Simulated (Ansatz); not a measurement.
KBr:
```yaml
crystal:
  lattice:
    - [0.00000, 3.33290, 3.33290]
    - [3.33290, 0.00000, 3.33290]
    - [3.33290, 3.33290, 0.00000]
  atoms:
    - { symbol: K, position: [0.00000, 0.00000, 0.00000] }
    - { symbol: Br, position: [0.50000, 0.50000, 0.50000] }
```

Relaxed with HSE06.

### Question
Give the Bader charges and basin volumes of the independent atoms, plane-wave PAW HSE06 (Ansatz code).

### Answer


| atom | Bader charge (e) | Bader volume (Å³) |
|---|---|---|
| K1 | +0.85 | 22.9 |
| Br2 | -0.85 | 50.0 |

Space group Fm-3m (rock salt). The cell was relaxed with HSE06 under the symmetry of its start.

Potentials: the later of the program's two PAW sets.
